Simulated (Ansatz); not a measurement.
In AlRu (CsCl type) the Ru atom of the primitive cell, with all its periodic images, is moved by 0.06 Å along [111].

```
CELL_PARAMETERS angstrom
3.00000 0.00000 0.00000
0.00000 3.00000 0.00000
0.00000 0.00000 3.00000
ATOMIC_POSITIONS crystal
Ru 0.01155 0.01155 0.01155
Al 0.50000 0.50000 0.50000
```

Computed with Ansatz, HSE06, plane waves, all-electron PAW datasets generated for the crystal, point nucleus.

Cutoff 310 eV; exchange singularity: Wigner-Seitz; k-mesh 4×4×4 Γ-centred; Fermi–Dirac smearing of 0.1 eV; no spin polarisation.

What force results?

The force on it along the displacement is -0.4200 eV/Å, a force constant of 7.00 eV/Å². The cell stands under a pressure of -8.5 GPa, which shifts the constant from its value at the relaxed volume.

```json
{"atom": "Ru1", "Fx (eV/Å)": "-0.2425", "Fy (eV/Å)": "-0.2425", "Fz (eV/Å)": "-0.2425"}
{"atom": "Al2", "Fx (eV/Å)": "0.2425", "Fy (eV/Å)": "0.2425", "Fz (eV/Å)": "0.2425"}
```

The k-mesh is coarse, so these values belong to this mesh and can lie far from the converged ones.
